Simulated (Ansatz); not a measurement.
MoSe2:
```
MoSe2
1.0
    3.27706     0.00000     0.00000
   -1.63853     2.83801     0.00000
    0.00000     0.00000    12.73290
Mo Se
2 4
Direct
  0.66667   0.33333   0.25000
  0.33333   0.66667   0.75000
  0.33333   0.66667   0.38147
  0.66667   0.33333   0.61853
  0.66667   0.33333   0.88147
  0.33333   0.66667   0.11853
```

Relaxed with PBE+D3(BJ).

**Question.** Map the electron localisation function on the plane through (0.667, 0.333, 0.250) spanned by u = [0, 0, 1] and v = [1, -1, 0] in lattice vectors, from PBE+D3(BJ) in the plane-wave PAW code Ansatz.

**Answer.** x is the fraction of u, y of v (the angle between them is 90°; rows are the nearest grid lines); atoms in the plane: Mo at (0.00, 0.00), Mo at (0.50, 0.67), Se at (0.13, 0.67), Se at (0.37, 0.00), Se at (0.63, 0.00), Se at (0.87, 0.67).
```
|:*%-::.   =@@%-.-#*--*#-.-%@@=   .::-%*:|
|=##-::.   =@@%=.=#*--*#=.=%@@=   .::-##=|
|#%*:--:.  :%@@*=*%*--*%*=*@@%:  .:--:*%#|
|+=-+#%##+. =%@%%%#=::=#%%%@%= .+##%#+-=+|
|::-#%%%%#- .*#%%%*----*%%%#*. -#%%%%#-::|
|.:+%%%%@@*. :+*#*--**--*#*+: .*@@%%%%+:.|
|.-*%#*#@@%:  :-=-:*%%*:-=-:  :%@@#*#%*-.|
|.-*#-.-%@@=   .::-%**%-::.   =@@%-.-#*-.|
|.-*#=.-%@@=   .::-%##%-::.   =@@%-.=#*-.|
|:-*#*-+@@@-   .:::#%%#:::.   -@@@+-*#*-:|
|:-*##*%@@%:   .::.+%%+.::.   :%@@%*##*-:|
|:-*#%%%@@*.   .::.:**:.::.   .*@@%%%#*-:|
|--=+****+.    ............    .+****+=--|
|=-------.      ....::....      .-------=|
|=-:....         ..:--:..         ....:-=|
|=-:.             .:--:.             .:-=|
|=-:.             .:--:.             .:-=|
|::....      .::::::--::::::.      ....::|
|:......    .-++++=----=++++-.    ......:|
|-:..:..    -#####*=--=*#####-    ..:..:-|
|*+..::.   .+%@%%%#+--+#%%%@%+.   .::..+*|
|%%*:::.   -%@@*=*#*--*#*=*@@%-   .:::*%%|
|=##-::.   =@@%=.=#*--*#=.=%@@=   .::-##=|
|:*%-::.   =@@%-.-#*--*#-.-%@@=   .::-%*:|
```
Scale: ten equal steps from 0.011 (start of ' ') to 0.887 (end of '@'), in the order ' .:-=+*#%@'; x runs from 0.000 to 1.00, y from 0.000 (bottom) to 1.00 (top).

The density is the valence pseudo-density with augmentation charge, so density and ELF within about 1 Å of a nucleus are not all-electron values.

Space group P6_3/mmc. Symmetry was held in the PBE+D3(BJ) relaxation; phonons on a q-mesh show no instability. The run is not spin-polarised.

Potentials: the later of the program's two PAW sets.
